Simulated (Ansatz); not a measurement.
## KZnF3: energy along a strain

KZnF3, Pm-3m, a = 4.050 Å (as given, not relaxed at this level: -0.2 GPa). The structure is a COD entry; whether it is the stable form wasn't checked. Ansatz: r2SCAN, PAW, 500 eV, Γ-centred 6×6×6 mesh on 5 atoms, Gaussian smearing 0.05 eV; no spin polarisation. Cell vectors (Å): 4.050 0.000 0.000; 0.000 4.050 0.000; 0.000 0.000 4.050. The cell is strained by x per cent times the pattern (0 0 0 0 0 1) in the order xx yy zz yz xz xy (engineering shears), with fractional coordinates held. y is the free energy over the start, V0 = 13.286 Å³/atom. Symmetry makes y even in x.

| x (%) | y (meV/atom) |
| --- | --- |
| -2.00 | 0.61 |
| -1.00 | 0.15 |
| 0.00 | 0.00 |
| 0.25 | 0.01 |
| 0.50 | 0.04 |
| 0.75 | 0.08 |
| 1.25 | 0.23 |
| 1.50 | 0.34 |
| 1.75 | ? |

Question: Fit y = c2 x² + c4 x⁴ to the other rows, get the stiffness along the pattern, and predict the missing energy.

Answer: Least squares on the rows shown. y = 0.1469 x² + 0.001424 x⁴. The clamped-ion stiffness p·C·p = 2 × 1.469 eV × 160.2 / 13.286 Å³ = 35 GPa, which is C66 in these axes (C44 of the cubic crystal). At x = 1.75 the fit asked for gives 0.46 meV/atom. The run gave 0.46 meV/atom, the same to the digits shown.